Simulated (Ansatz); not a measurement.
TiB2 (AlB2 type, space group P6/mmm)

```
TiB2
1.0
    3.03184     0.00000     0.00000
   -1.51592     2.62565     0.00000
    0.00000     0.00000     3.22428
Ti B
1 2
Direct
  0.00000   0.00000   0.00000
  0.33333   0.66667   0.50000
  0.66667   0.33333   0.50000
```

Scan: atom 1 (Ti, nearest neighbour B at 2.380 Å; its periodic images, 3.0 Å or more away, move with it) is displaced along Cartesian x, direction (1.000, 0.000, 0.000) in Cartesian axes, by s. The other atoms stay.

These are PBE (plane waves to 420 eV, PAW, scalar-relativistic; Ansatz, a quantum-chemistry and plane-wave program) values and carry that method's errors. k mesh 14×14×12 (Γ-centred), Fermi-Dirac smearing 0.05 eV. With partly filled bands, energies and forces of such displacements shift with the k mesh and the smearing. F∥ is the force on the atom along that direction. The PAW data are Ansatz's earlier set. TiB2 is run without spin polarisation. TiB2 was relaxed with its symmetry unable to fall. 

| s (Å) | F∥ (eV/Å) |
|---|---|
| -0.480 | 5.949 |
| -0.384 | 5.104 |
| -0.288 | 3.986 |
| -0.192 | 2.694 |
| -0.096 | 1.359 |
| 0.000 | 0.000 |
| 0.096 | -1.359 |
| 0.192 | -2.694 |
| 0.288 | -3.986 |
| 0.384 | -5.104 |
| 0.480 | -5.949 |

### Question
What is the force constant k = d²E/ds² of this move at s = 0?

### Answer
14.2 eV/Å². The forces along the line at the two nearest points give (1.359 − (-1.359)) / (2·0.096) = 14.16 eV/Å²; the next pair corrects for the finite step.

(For displaced atoms, the force is minus the slope of the energy, and its curvature is a force constant, which sets phonon frequencies.)
